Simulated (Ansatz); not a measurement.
# MgBe: from a guess to a relaxed structure

The calculation used DFT PBE, scalar-relativistic, plane waves, PAW (Ansatz). Cutoff 420 eV, Gaussian smearing, Γ-centred meshes. Cell and atoms relax first on a coarse mesh and then on a finer one. In between, the cell is made exact in the group found at 0.06 Å. In metals the finer mesh still leaves noise of several meV/atom or more. The steps can't lower the symmetry of their start. No spin polarisation.

The cell of MgBe is invented: random cell by space group and Wyckoff sites (P4mm, No. 99). The dimensions are guesses.

```xyz
4
Lattice="3.2939 0.0000 0.0000 0.0000 3.2939 0.0000 0.0000 0.0000 4.8801" Properties=species:S:1:pos:R:3 pbc="T T T"
Mg    1.6469    0.0000    2.3836
Mg    0.0000    1.6469    2.3836
Be    1.6469    1.6469    4.2000
Be    1.6469    1.6469    1.5570
```

The zero of energy is the elements' standard structures at the same level; no fitted shifts are applied.

Problem. Describe the relaxed structure.

Solution. The symmetry stays P4mm (No. 99). The volume per atom grows by 67.5 %, from 13.2 to 22.2 Å³. The shortest distance goes from 1.84 Å (Mg–Be) to 1.97 Å (Be–Be). The ratio c/a of the conventional cell changes by a factor of 0.57. The energy falls by about 2.5 eV/atom (the start's value is from the coarse mesh). Conventional cell: a = 4.717 Å, c = 3.986 Å. Around Mg lie 4 Be at 2.53–2.59 Å; Be on its first site has 2 Be at 1.97–2.01 Å and 4 Mg at 2.59 Å; Be on its second site is surrounded by 2 Be at 1.97–2.01 Å and 4 Mg at 2.53 Å.

```cif
data_structure
_symmetry_space_group_name_H-M 'P4mm'
_symmetry_Int_Tables_number 99
_cell_length_a 4.7166
_cell_length_b 4.7166
_cell_length_c 3.9859
_cell_angle_alpha 90.000
_cell_angle_beta 90.000
_cell_angle_gamma 90.000
_cell_volume 88.67
loop_
_atom_site_label
_atom_site_type_symbol
_atom_site_symmetry_multiplicity
_atom_site_Wyckoff_symbol
_atom_site_fract_x
_atom_site_fract_y
_atom_site_fract_z
_atom_site_occupancy
Mg1 Mg 2 c 0.50000 0.00000 0.52929 1
Be1 Be 1 b 0.50000 0.50000 0.79658 1
Be2 Be 1 b 0.50000 0.50000 0.30140 1
```

Problem. How does it come out in energy, and is it a metal?

Solution. The energy over the elements is +0.58 eV/atom and the gap on the 10×10×12 mesh of the 4-atom cell is 0 eV (a metal).

A positive value: parting into the elements would lower its energy.

The last run used Gaussian smearing of 0.10 eV. Symmetry constrained the relaxation, so the result can be a saddle point. In all, the 3 runs took 4 min on 1 thread of Arm Neoverse N1, with other jobs on the host.
